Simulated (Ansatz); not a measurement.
GeSe2:
Space group P2₁/c (No. 14); a = 6.5291 Å, b = 5.5953 Å, c = 7.5075 Å, α = 90.00°, β = 91.61°, γ = 90.00°

| atom | site | symmetry | x | y | z |
|---|---|---|---|---|---|
| Ge | 4e | 1 | 0.2371 | 0.0436 | 0.1491 |
| Se | 4e | 1 | 0.1406 | 0.4274 | 0.3022 |
| Se | 4e | 1 | 0.5873 | 0.3294 | 0.0640 |

Relaxed with PBEsol.

**Question.** Which orbitals make up the states near the Fermi level in DFT-PBEsol in the program Ansatz with PAW potentials?

**Answer.** Within 0.5 eV of the Fermi level: Se 4p 71 %, Ge 4s 17 %, Ge 4p 7 %. Projections are on Löwdin-orthogonalised atomic valence shells; empty p or d shells of many metals are not among them.

**Question.** Tabulate the density of states.

**Answer.** States/eV per cell of 12 atoms, in 0.25 eV bins, energy from the Fermi level.

| E (eV) | total | Se 4p | Ge 4p | Ge 4s |
|---|---|---|---|---|
| -7.85 | 3.16 | 1.00 | 0.13 | 1.60 |
| -7.60 | 2.69 | 0.84 | 0.11 | 1.33 |
| -7.35 | 2.03 | 0.63 | 0.09 | 1.00 |
| -7.10 | 1.52 | 0.47 | 0.08 | 0.76 |
| -6.85 | 1.13 | 0.34 | 0.06 | 0.57 |
| -6.60 | 0.85 | 0.25 | 0.05 | 0.43 |
| -6.35 | 0.43 | 0.13 | 0.03 | 0.21 |
| -6.10 | 0.00 | 0.00 | 0.00 | 0.00 |
| -5.85 | 0.13 | 0.09 | 0.03 | 0.00 |
| -5.60 | 3.04 | 2.26 | 0.67 | 0.05 |
| -5.35 | 7.77 | 5.79 | 1.58 | 0.19 |
| -5.10 | 5.28 | 3.96 | 0.98 | 0.13 |
| -4.85 | 6.09 | 4.31 | 1.40 | 0.13 |
| -4.60 | 8.34 | 5.87 | 1.95 | 0.19 |
| -4.35 | 7.76 | 5.46 | 1.85 | 0.17 |
| -4.10 | 6.46 | 4.47 | 1.56 | 0.18 |
| -3.85 | 5.54 | 3.80 | 1.36 | 0.15 |
| -3.60 | 6.24 | 4.26 | 1.56 | 0.16 |
| -3.35 | 7.05 | 4.81 | 1.77 | 0.18 |
| -3.10 | 8.10 | 5.63 | 1.90 | 0.23 |
| -2.85 | 7.69 | 5.42 | 1.76 | 0.20 |
| -2.60 | 5.97 | 4.40 | 1.17 | 0.14 |
| -2.35 | 7.62 | 5.80 | 1.25 | 0.21 |
| -2.10 | 8.39 | 6.63 | 1.17 | 0.20 |
| -1.85 | 8.05 | 6.58 | 0.95 | 0.18 |
| -1.60 | 9.63 | 8.15 | 0.84 | 0.30 |
| -1.35 | 10.19 | 8.87 | 0.73 | 0.29 |
| -1.10 | 8.85 | 7.59 | 0.69 | 0.26 |
| -0.85 | 5.88 | 5.04 | 0.42 | 0.21 |
| -0.60 | 3.35 | 2.50 | 0.24 | 0.47 |
| -0.35 | 7.28 | 5.29 | 0.53 | 1.14 |
| -0.10 | 5.89 | 4.13 | 0.43 | 1.06 |
| 0.15 | 5.43 | 3.85 | 0.35 | 0.98 |
| 0.40 | 3.86 | 2.69 | 0.26 | 0.73 |
| 0.65 | 3.08 | 2.10 | 0.21 | 0.64 |
| 0.90 | 2.04 | 1.36 | 0.15 | 0.44 |
| 1.15 | 0.57 | 0.33 | 0.07 | 0.13 |
| 1.40 | 1.47 | 0.78 | 0.39 | 0.10 |
| 1.65 | 3.46 | 1.88 | 0.96 | 0.13 |
| 1.90 | 4.70 | 2.58 | 1.36 | 0.11 |
| 2.15 | 6.03 | 3.09 | 2.07 | 0.10 |
| 2.40 | 5.58 | 2.35 | 2.41 | 0.07 |
| 2.65 | 10.36 | 3.79 | 5.05 | 0.08 |
| 2.90 | 5.99 | 2.05 | 3.09 | 0.06 |
| 3.15 | 8.03 | 2.62 | 4.14 | 0.09 |
| 3.40 | 7.54 | 2.42 | 3.87 | 0.06 |
| 3.65 | 8.50 | 2.69 | 4.34 | 0.06 |
| 3.90 | 7.02 | 2.14 | 3.57 | 0.05 |
| 4.15 | 7.07 | 2.17 | 3.50 | 0.05 |
| 4.40 | 7.27 | 2.24 | 3.50 | 0.05 |
| 4.65 | 7.60 | 2.43 | 3.56 | 0.05 |

Space group P2_1/c. A made-up cell: these elements were put on the sites of a structure type; the Crystallography Open Database copy checked does not list it. Whether it is the stable phase at ambient conditions was not checked. The cell was relaxed with PBEsol under the symmetry of its start; its stability against distortions is not shown here. The volume moved by 17 % from the start of the relaxation. Scalar-relativistic: spin–orbit coupling is off unless named, which matters more the heavier the elements.

Potentials: the later of the program's two PAW sets.
